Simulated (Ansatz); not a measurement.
## Band table of SiPb (CsCl type)

```yaml
crystal:
  lattice:
    - [3.58000, 0.00000, 0.00000]
    - [0.00000, 3.58000, 0.00000]
    - [0.00000, 0.00000, 3.58000]
  atoms:
    - { symbol: Pb, position: [0.00000, 0.00000, 0.00000] }
    - { symbol: Si, position: [0.50000, 0.50000, 0.50000] }
```

The cell comes from a relaxation on PAW files under the same functional, begun from a prototype that needn't be the stable phase.

All numbers are PBEsol results (scalar-relativistic) from Ansatz 0.2.0, with a Γ-centred 11×11×11 k mesh, Fermi–Dirac smearing of 0.08 eV, no spin polarisation. Methods: LAPW: all electrons, basis error target 1 meV/atom.

Spin–orbit coupling is left out, which matters for the heavy atoms.

Path points, in fractions of the reciprocal vectors: Γ (0.000, 0.000, 0.000), X (0.000, 0.500, 0.000), M (0.500, 0.500, 0.000), R (0.500, 0.500, 0.500). The distance column jumps between branches of the path. Levels in eV from the Fermi level; bands 16 to 27, counted from the lowest band of the run. The gap is zero, the pressure 0.01 GPa.

```
# k(1/Å) point b16 b17 b18 b19 b20 b21 b22 b23 b24 b25 b26 b27
0.000 Γ -16.92 -16.92 -16.69 -16.69 -16.69 -12.29 -2.84 -0.46 -0.46 -0.46 4.08 4.08
0.125 - -16.92 -16.91 -16.69 -16.69 -16.69 -12.23 -3.18 -0.40 -0.39 -0.39 4.12 4.49
0.251 - -16.92 -16.88 -16.70 -16.70 -16.68 -12.05 -4.02 -0.23 -0.19 -0.19 4.22 5.47
0.376 - -16.91 -16.84 -16.72 -16.72 -16.68 -11.74 -5.06 0.04 0.13 0.13 4.38 5.94
0.501 - -16.91 -16.80 -16.74 -16.74 -16.68 -11.31 -6.15 0.42 0.58 0.58 4.59 5.05
0.627 - -16.91 -16.76 -16.75 -16.75 -16.68 -10.76 -7.20 0.90 1.13 1.13 4.04 4.60
0.752 - -16.91 -16.76 -16.76 -16.73 -16.68 -10.14 -8.14 1.48 1.76 1.76 3.11 3.71
0.878 X -16.90 -16.77 -16.77 -16.72 -16.68 -9.70 -8.69 2.00 2.18 2.18 2.48 3.19
1.003 - -16.90 -16.77 -16.77 -16.72 -16.68 -9.64 -8.62 1.14 1.21 2.20 3.24 3.27
1.128 - -16.88 -16.79 -16.76 -16.70 -16.69 -9.47 -8.43 -0.09 -0.04 2.26 3.49 3.79
1.254 - -16.85 -16.82 -16.76 -16.71 -16.68 -9.20 -8.11 -1.32 -1.30 2.36 3.85 4.22
1.379 - -16.85 -16.83 -16.76 -16.72 -16.65 -8.82 -7.68 -2.53 -2.43 2.47 4.33 4.68
1.504 - -16.88 -16.82 -16.75 -16.74 -16.61 -8.38 -7.16 -3.60 -3.45 2.58 4.88 5.19
1.630 - -16.90 -16.81 -16.75 -16.75 -16.59 -7.95 -6.60 -4.40 -4.31 2.66 5.41 5.70
1.755 M -16.90 -16.81 -16.75 -16.75 -16.58 -7.76 -6.29 -4.73 -4.73 2.69 5.67 5.97
1.932 - -16.89 -16.81 -16.75 -16.75 -16.60 -8.22 -6.59 -4.60 -3.64 2.61 5.27 5.29
2.110 - -16.86 -16.83 -16.74 -16.74 -16.65 -9.28 -6.46 -4.21 -1.73 2.20 4.22 4.98
2.287 - -16.85 -16.81 -16.73 -16.73 -16.72 -10.33 -5.98 -3.58 0.42 1.46 3.25 5.32
2.464 - -16.87 -16.79 -16.76 -16.71 -16.71 -11.18 -5.28 -2.75 0.68 1.93 3.15 6.10
2.642 - -16.90 -16.86 -16.72 -16.70 -16.70 -11.80 -4.38 -1.81 0.07 1.14 5.05 5.56
2.819 - -16.91 -16.91 -16.69 -16.69 -16.69 -12.17 -3.41 -0.90 -0.33 0.14 4.35 4.68
2.996 Γ -16.92 -16.92 -16.69 -16.69 -16.69 -12.29 -2.84 -0.46 -0.46 -0.46 4.08 4.08
3.213 - -16.90 -16.90 -16.69 -16.69 -16.69 -12.11 -3.58 -0.83 -0.83 0.64 4.71 4.71
3.430 - -16.86 -16.86 -16.72 -16.71 -16.71 -11.55 -4.58 -1.54 -1.54 2.54 4.85 6.15
3.648 - -16.79 -16.79 -16.76 -16.75 -16.75 -10.63 -5.31 -2.16 -2.16 1.92 4.53 4.53
3.865 - -16.80 -16.79 -16.79 -16.71 -16.71 -9.38 -5.72 -2.50 -2.50 -0.06 2.63 2.63
4.082 - -16.84 -16.83 -16.83 -16.64 -16.64 -7.90 -5.79 -2.51 -2.51 -1.62 0.97 0.97
4.299 - -16.86 -16.85 -16.85 -16.59 -16.59 -6.59 -5.52 -2.36 -2.17 -2.17 -0.40 -0.40
4.516 R -16.86 -16.86 -16.86 -16.57 -16.57 -6.14 -5.29 -1.56 -1.56 -1.56 -1.36 -1.36
4.693 - -16.86 -16.86 -16.85 -16.59 -16.58 -6.42 -5.46 -2.44 -2.34 -1.40 -1.27 -0.01
4.871 - -16.85 -16.85 -16.82 -16.64 -16.60 -7.13 -6.02 -2.69 -2.51 -1.00 -0.96 1.69
5.048 - -16.84 -16.83 -16.78 -16.71 -16.62 -7.97 -6.81 -2.30 -2.17 -0.54 -0.25 3.48
5.225 - -16.82 -16.80 -16.78 -16.74 -16.66 -8.70 -7.57 -1.50 -1.44 0.09 0.67 4.97
5.402 - -16.85 -16.79 -16.78 -16.71 -16.69 -9.25 -8.18 -0.42 -0.41 0.88 1.73 5.07
5.580 - -16.89 -16.77 -16.77 -16.71 -16.69 -9.59 -8.56 0.87 0.88 1.71 2.72 3.84
5.757 X -16.90 -16.77 -16.77 -16.72 -16.68 -9.70 -8.69 2.00 2.18 2.18 2.48 3.19
6.998 R -16.86 -16.86 -16.86 -16.57 -16.57 -6.14 -5.29 -1.56 -1.56 -1.56 -1.36 -1.36
7.123 - -16.87 -16.86 -16.86 -16.58 -16.57 -6.27 -5.37 -2.30 -2.30 -1.26 -1.20 -0.52
7.249 - -16.87 -16.84 -16.84 -16.62 -16.57 -6.60 -5.55 -3.02 -3.02 -0.73 -0.48 0.51
7.374 - -16.88 -16.82 -16.82 -16.67 -16.57 -6.97 -5.77 -3.62 -3.62 -0.06 0.63 1.63
7.500 - -16.89 -16.80 -16.80 -16.72 -16.58 -7.30 -5.98 -4.10 -4.10 0.76 1.96 2.83
7.625 - -16.90 -16.77 -16.77 -16.77 -16.58 -7.55 -6.15 -4.45 -4.45 1.61 3.42 4.08
7.750 - -16.90 -16.80 -16.76 -16.76 -16.58 -7.70 -6.25 -4.66 -4.66 2.36 4.87 5.29
7.876 M -16.90 -16.81 -16.75 -16.75 -16.58 -7.76 -6.29 -4.73 -4.73 2.69 5.67 5.97
```
